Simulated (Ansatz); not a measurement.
Ba$_{2}$H$_{3}$I:
```cif
data_H3Ba2I
_chemical_formula_sum 'Ba2 H3 I1'
_space_group_name_H-M_alt 'P-3m1'
_space_group_IT_number 164
_space_group_name_Hall '-P 3 2"'
_cell_length_a 4.51146
_cell_length_b 4.51146
_cell_length_c 8.09544
_cell_angle_alpha 90.000
_cell_angle_beta 90.000
_cell_angle_gamma 120.000
loop_
_atom_site_label
_atom_site_type_symbol
_atom_site_symmetry_multiplicity
_atom_site_Wyckoff_symbol
_atom_site_fract_x
_atom_site_fract_y
_atom_site_fract_z
_atom_site_occupancy
Ba1 Ba 2 d 0.33333 0.66667 0.31599 1
H1 H 2 d 0.66667 0.33333 0.35675 1
H2 H 1 b 0.00000 0.00000 0.50000 1
I1 I 1 a 0.00000 0.00000 0.00000 1
```

Relaxed at zero pressure with r²SCAN (plane waves, PAW; program Ansatz).

Question: The volume is lowered by 3 % and shape and atoms relax at that volume. What pressure results, and how do the axes share the change?

Answer: 0.9 GPa; a -0.9 %, b -0.9 %, c -1.2 %; the energy rises by 2 meV/atom.

Question: Give the new structure.

Answer: 
Space group P-3m1 (No. 164); a = 4.4691 Å, b = 4.4691 Å, c = 8.0020 Å, α = 90.00°, β = 90.00°, γ = 120.00°

| atom | site | symmetry | x | y | z |
|---|---|---|---|---|---|
| Ba | 2d | 3m. | 0.3333 | 0.6667 | 0.3155 |
| H | 2d | 3m. | 0.6667 | 0.3333 | 0.3546 |
| H | 1b | -3m. | 0.0000 | 0.0000 | 0.5000 |
| I | 1a | -3m. | 0.0000 | 0.0000 | 0.0000 |

The phase is kept; no other phase was compared at this pressure.

The workflow started from a Materials Project entry (that database holds measured and hypothetical structures alike); the Crystallography Open Database copy checked does not list it. Whether it is the stable phase at ambient conditions was not checked. The r²SCAN relaxation kept the symmetry of its start; its stability against distortions is not shown here. Scalar-relativistic: spin–orbit coupling is off unless named, which matters more the heavier the elements.

Potentials: the later of the program's two PAW sets.
